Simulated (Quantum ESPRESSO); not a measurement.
Quadrupole interaction in MgH₂ (changed cell)

```
MgH2
1.0
    4.43192     0.00000     0.00000
    0.00000     4.43192     0.00000
    0.00000     0.00000     3.05239
Mg H
2 4
Cartesian
  2.21596   2.21596   1.52620
  0.00000   0.00000   0.00000
  3.08059   3.08059   0.00000
  1.35133   1.35133   0.00000
  3.56729   0.86463   1.52620
  0.86463   3.56729   1.52620
```
The cell was made here from a computed Materials Project entry: strained by +2 % along the unique axis and by -1 % across it, atoms relaxed (PBE without dispersion, pw.x of a modified build of Quantum ESPRESSO, symmetry kept). The parent is MgH2 in P4₂/mnm. Stability against distortions was not tested.

Computed: field gradients by PBE PAW (JTH datasets; density from pw.x of Quantum ESPRESSO, gradients reconstructed from it by a script), 30 Ha, k-mesh 5×5×7 through Γ.

```tsv
site	site symmetry	Vzz (a.u.)	η_Q	∣C_Q∣ (MHz)
Mg (atoms 1, 2)	mmm	0.099	0.10	4.63 (²⁵Mg)
H (atoms 3, 4, 5, 6)	m2m	-0.056	0.62	0.038 (²H)
```

Quadrupole moments taken as inputs (sizes, barn, from the tables of PySCF and pymatgen): ²⁵Mg 0.199, ²H 0.00286.

Convention: |Vzz| is the largest principal value, η_Q = (Vxx − Vyy)/Vzz, |C_Q| = |eQVzz/h|. Cores are frozen. Against all-electron runs on small test molecules, this scheme's |Vzz| missed by −3 to +1 % on H. Mg had no test against all-electron runs. The structure is static (0 K, no zero-point motion).
